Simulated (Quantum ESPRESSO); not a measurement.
# Band energies of YHSe at -3 % isotropic strain

```xyz
3
Lattice="3.6807 0.0000 0.0000 -1.8404 3.1876 0.0000 0.0000 0.0000 3.7360" Properties=species:S:1:pos:R:3 pbc="T T T"
H      0.0000     2.1251     0.0000
Se     1.8404     1.0625     1.8680
Y      0.0000     0.0000     0.0000
```

PBEsol (Quantum ESPRESSO, PseudoDojo norm-conserving, 86 Ry, no spin-orbit coupling); path ΓMKΓALHA,LM,KH; energies in eV from the valence-band maximum.

```csv
k (1/Å),point,band 10,band 11,band 12,band 13,band 14,band 15,band 16,band 17
0.00,Γ,-13.82,-3.83,-1.82,-1.82,-1.71,1.35,4.21,4.21
0.33,,-13.51,-4.28,-2.27,-2.00,-1.72,2.54,3.44,4.13
0.66,,-12.88,-5.39,-2.48,-2.29,-1.59,2.17,3.73,4.75
0.99,M,-12.54,-5.88,-2.69,-2.47,-1.56,2.92,3.55,4.84
1.33,,-12.43,-5.45,-3.66,-2.67,-1.01,2.36,2.58,4.14
1.55,K,-12.37,-4.93,-4.46,-2.66,-0.82,2.03,2.94,3.26
1.66,,-12.39,-5.09,-4.23,-2.66,-0.86,2.09,2.67,3.64
1.97,,-12.74,-5.30,-2.99,-2.53,-1.30,2.13,2.86,4.66
2.28,,-13.36,-4.54,-2.30,-2.13,-1.74,2.64,3.37,3.86
2.59,,-13.78,-3.86,-1.93,-1.81,-1.74,1.57,4.02,4.20
2.69,Γ,-13.82,-3.83,-1.82,-1.82,-1.71,1.35,4.21,4.21
3.01,,-13.47,-5.00,-1.67,-1.67,-0.95,2.00,2.67,2.67
3.32,,-12.79,-6.52,-1.38,-1.38,-0.17,1.82,1.82,3.92
3.53,A,-12.58,-6.91,-1.31,-1.31,0.00,1.71,1.71,3.85
3.64,,-12.58,-6.84,-1.42,-1.37,-0.33,1.77,2.08,3.74
3.97,,-12.59,-5.96,-2.65,-2.12,-2.00,2.70,3.47,4.15
4.30,,-12.61,-4.74,-3.84,-3.14,-2.58,3.80,4.50,5.33
4.52,L,-12.61,-4.45,-4.09,-3.25,-2.70,3.95,5.39,5.58
4.63,,-12.61,-4.39,-4.16,-3.27,-2.69,4.05,5.43,5.58
4.97,,-12.59,-4.62,-3.99,-3.29,-2.64,4.56,4.88,5.82
5.09,H,-12.59,-4.67,-3.96,-3.26,-2.64,4.40,4.97,5.84
5.28,,-12.59,-4.51,-4.07,-3.33,-2.62,4.74,4.76,5.80
5.66,,-12.60,-5.40,-3.28,-2.67,-2.25,3.33,3.79,4.74
5.94,,-12.59,-6.48,-1.98,-1.67,-1.32,2.14,3.23,3.52
6.23,A,-12.58,-6.91,-1.31,-1.31,0.00,1.71,1.71,3.85
6.23,L,-12.61,-4.45,-4.09,-3.25,-2.70,3.95,5.39,5.58
6.41,,-12.60,-4.87,-3.75,-3.05,-2.59,3.42,5.29,5.57
6.69,,-12.56,-5.54,-3.22,-2.53,-2.10,3.00,4.33,4.50
6.97,,-12.54,-5.86,-2.74,-2.46,-1.60,3.03,3.62,4.27
7.07,M,-12.54,-5.88,-2.69,-2.47,-1.56,2.92,3.55,4.84
7.07,K,-12.37,-4.93,-4.46,-2.66,-0.82,2.03,2.94,3.26
7.17,,-12.38,-4.92,-4.40,-2.73,-1.00,2.27,3.08,3.31
7.49,,-12.47,-4.82,-3.64,-3.43,-2.34,3.93,4.45,4.48
7.91,H,-12.59,-4.67,-3.96,-3.26,-2.64,4.40,4.97,5.84
```

The PBEsol gap is indirect, 1.35 eV, from A to Γ; the smallest direct gap is 1.71 eV.

Spin-orbit splittings are left out.

Geometry strained from the cell relaxed with PBEsol, atoms relaxed again.

The structure is a Materials Project entry; no match was found in the copy of COD used, and its stability was not checked.
